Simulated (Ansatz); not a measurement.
The relaxed structure here is a generated cell of CsPbCl3: the first start was made by a random draw of sites in a space group, and the end was not matched to a known phase here, so it may be hypothetical. Known forms of CsPbCl3 include space group No. 221.

The end point of a relaxation of CsPbCl3. Space group P4/mmm (No. 123). These are PBE (plane waves to 420 eV, PAW, scalar-relativistic; Ansatz, a program for electronic structure) values and carry that method's errors.

```xyz
5
Lattice="6.2362 0.0000 0.0000 0.0000 6.2362 0.0000 0.0000 0.0000 6.5738" Properties=species:S:1:pos:R:3 pbc="T T T"
Cl     0.0000     3.1181     0.0000
Cl     3.1181     0.0000     0.0000
Cl     3.1181     3.1181     3.2869
Cs     3.1181     3.1181     0.0000
Pb     0.0000     0.0000     0.0000
```

```yaml
volume_per_atom: 51.13 Å³
density: 2.90 g/cm³
band_gap: zero, with touching bands (no spin-orbit coupling)
shortest_distances: Cl–Cs 3.12 Å; Cl–Pb 3.12 Å
k-mesh: 8×8×7
```

Band energies at high-symmetry points (eV from the Fermi level; labels of this space group; no spin-orbit coupling), from −5 eV up to 3.8 eV:

```csv
point,energies
Γ,-4.11 -4.11 -2.73 -2.52 -1.84 -1.84 -0.27 -0.27 -0.07 0.63 2.87 2.87
X,-4.23 -3.09 -2.76 -2.71 -2.54 -1.82 -0.33 -0.26 -0.06 0.38 0.70 2.59
M,-3.12 -3.09 -2.96 -2.62 -2.62 -2.52 -0.33 -0.33 -0.06 0.12 0.52 0.52
Z,-4.10 -4.10 -2.76 -2.53 -1.84 -1.84 -0.77 -0.33 -0.33 0.45 2.89 2.89
R,-4.23 -3.09 -2.76 -2.76 -2.55 -1.82 -0.77 -0.35 -0.32 0.25 0.73 2.62
A,-3.12 -3.09 -2.96 -2.65 -2.65 -2.52 -0.76 -0.31 -0.31 -0.07 0.51 0.51
```

No spin polarisation in the result. Spin-orbit coupling is missing; with elements this heavy it can move band edges by tenths of an eV or more.

The run could not lower the symmetry of its start; a shaken copy of this end point relaxes with PBE to P1 (No. 1) at a tolerance of 0.01 Å, Pm (No. 6) at 0.1 Å, 0.60 eV/atom lower.
